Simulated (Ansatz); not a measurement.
Rb$_{2}$AgSbCl$_{6}$ in space group Fm-3m (No. 225; Rb on 8c, Ag on 4b, Sb on 4a, Cl on 24e), the program Ansatz at the r²SCAN level (PAW). The conduction-band minimum lies at L, with 4 equivalent valleys. Second derivatives d²E/dk² of the lowest band at one valley (eV·Å²), along Cartesian directions:

| direction | d²E/dk² |
|---|---|
| [100] | 20.93 |
| [010] | 20.93 |
| [001] | 20.93 |
| [110] | 20.00 |
| [101] | 21.85 |
| [011] | 21.85 |

### Question
Find the principal effective masses, the density-of-states mass and the conductivity mass.

### Answer
Off-diagonal terms follow from H_xy = H[110] − (H_xx + H_yy)/2, and m*/mₑ = 7.620 eV·Å² over each eigenvalue: 0.35, 0.35, 0.40. One valley's DOS mass (m₁m₂m₃)^(1/3) = 0.36, conductivity mass 3/(Σ 1/mᵢ) = 0.36 mₑ.

### Question
What effective density of states Nc follows at 300 K for parabolic valleys?

### Answer
Nc = 2.509e19 × 4 × (0.36)^(3/2) ≈ 2.2e19 cm⁻³.

The first step of the workflow began from a Materials Project structure, measured or hypothetical; the Crystallography Open Database copy checked does not list it. Whether it is the stable phase at ambient conditions was not checked. The cell was relaxed with r²SCAN under the symmetry of its start; its stability against distortions is not shown here. The run is not spin-polarised. Scalar-relativistic: spin–orbit coupling is off unless named, which matters more the heavier the elements.

Potentials: the later of the program's two PAW sets.

Edges and masses are those of Kohn–Sham bands, whose gap is no quasiparticle gap.
